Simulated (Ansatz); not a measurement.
Input and command of a plane-wave DFT calculation in Ansatz:

```yaml
crystal:
  lattice:
    - [0.0, 5.254383377, 5.254383377]
    - [5.254383377, 0.0, 5.254383377]
    - [5.254383377, 5.254383377, 0.0]
  atoms:
    - { symbol: Rb, position: [0.75, 0.75, 0.75] }
    - { symbol: Rb, position: [0.25, 0.25, 0.25] }
    - { symbol: "Y", position: [0.5, 0.5, 0.5] }
    - { symbol: Ag, position: [0.0, 0.0, 0.0] }
    - { symbol: Cl, position: [0.7471838226, 0.2528161774, 0.2528161774] }
    - { symbol: Cl, position: [0.2528161774, 0.2528161774, 0.7471838226] }
    - { symbol: Cl, position: [0.2528161774, 0.7471838226, 0.7471838226] }
    - { symbol: Cl, position: [0.2528161774, 0.7471838226, 0.2528161774] }
    - { symbol: Cl, position: [0.7471838226, 0.2528161774, 0.7471838226] }
    - { symbol: Cl, position: [0.7471838226, 0.7471838226, 0.2528161774] }
basis:
  ecutwfc: 420
kpoints:
  mp_grid: { grid: [4, 4, 4] }
hamiltonian:
  xc: pbesol
scf:
  occupations: { method: gaussian, width: 0.05 }
output:
  forces: true
  stress: true
  eigenvalues: true
```

```bash
ansatz run input.yaml --threads 2 --pin off --max-ram 5120MiB --backend cpu --events-out ev --progress --plain --runs-dir out
```

Processor: Arm Neoverse V2, 2 threads, on a host shared with other jobs.

**Question.** Estimate time, memory and problem size.

**Answer.** About 3.4 s on 2 threads of Arm Neoverse V2 (shared host), peak memory 0.62 GiB. It solves 55 bands at 8 k points (the mesh reduced by the symmetry that the task leaves, which can be less than the crystal's) with about 5769 plane waves, in 7 SCF iterations.
